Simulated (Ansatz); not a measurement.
A distorted cell of La$_{2}$O$_{3}$ (A-La2O3 type, space group P-3m1):

```xyz
5
Lattice="3.8710 0.0000 0.0000 -1.9355 3.3524 0.0000 0.0000 0.0000 6.2414" Properties=species:S:1:pos:R:3 pbc="T T T"
La     0.0000     2.2349     1.5440
La     1.9355     1.1175     4.6974
O      0.0000     0.0000     0.0000
O      0.0000     2.2349     4.0275
O      1.9355     1.1175     2.2138
```

Level of theory: PBE (plane waves to 420 eV, PAW, scalar-relativistic; Ansatz, a quantum-chemistry and plane-wave program). k mesh 10×10×6 (Γ-centred), Fermi-Dirac smearing 0.05 eV. E stands for the smeared free energy. Compression counts positive. As the atoms are clamped, bonds stretch with the cell, which overstates energies and stresses. La2O3 is run without spin polarisation. La2O3 was relaxed with its symmetry unable to fall. The PAW data are Ansatz's earlier set.

Problem. Give the stress tensor in GPa and the pressure.

Solution. 
```
    5.6      0.0      0.0
    0.0      5.6      0.0
    0.0      0.0      1.9
```
The pressure, a third of the trace, is 4.4 GPa.

Problem. It is the relaxed cell deformed to V/V₀ = 0.973, (c/a)/(c/a)₀ = 1.027, c along z, fractional positions held. What is its energy relative to the relaxed cell?

Solution. 9.1 meV/atom.

(Under strain, the slope of the energy per volume gives the stress and its curvature an elastic modulus.)
